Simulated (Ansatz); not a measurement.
**Structure relaxation, Pt**

The start is a relaxed Pt cell displaced along its unstable phonon at q = (½, ½, 0) of its primitive reciprocal cell (47i cm⁻¹), largest move 0.15 Å. The cell and all atomic positions are relaxed at zero pressure with r2SCAN (plane waves to 500 eV, PAW, scalar-relativistic; Ansatz, an electronic-structure program). The first steps use a coarse 12×12×12 k-mesh.

The start:
```
Pt
1.0
    5.20707     0.00000     0.00000
    2.60354     2.60354     0.00000
    0.00000     0.00000     2.60354
Pt
2
Direct
  0.00000   0.00000   0.05761
  0.50000   0.00000   0.94239
```

- Volume change: -12.3 %, from 17.65 to 15.47 Å³/atom
- Relative to the parent: It does not go back: it reaches I4/mmm (No. 139), AFLOW prototype A_tI2_139_a (A_a), 0.43 eV/atom below the parent
- Shortest distances (start → end): The closest pairs of elements (up to four, under 3.6 Å), start → end: Pt–Pt 2.60 → 2.71 Å
- Optimiser moves: 11

The end point of the relaxation:

Space group I4/mmm (No. 139); a = b = 3.377 Å, c = 2.714 Å, α = β = γ = 90.00°

```tsv
atom	site	symmetry	x	y	z
Pt	2a	4/mmm	0.0000	0.0000	0.0000
```
(The calculation used a cell of 1 atom; values per cell refer to that cell.)

Final values are on a 22×22×22 k-mesh of the relaxed cell. No spin polarisation in the result.

The run could not lose the symmetry of its start, so the end can be a saddle point.

The relaxed structure here is a generated cell of Pt: the first start was made by placing the elements on the sites of a structure type, and the end was not matched to a known phase here, so it may be hypothetical. Known forms of Pt include space group No. 225.
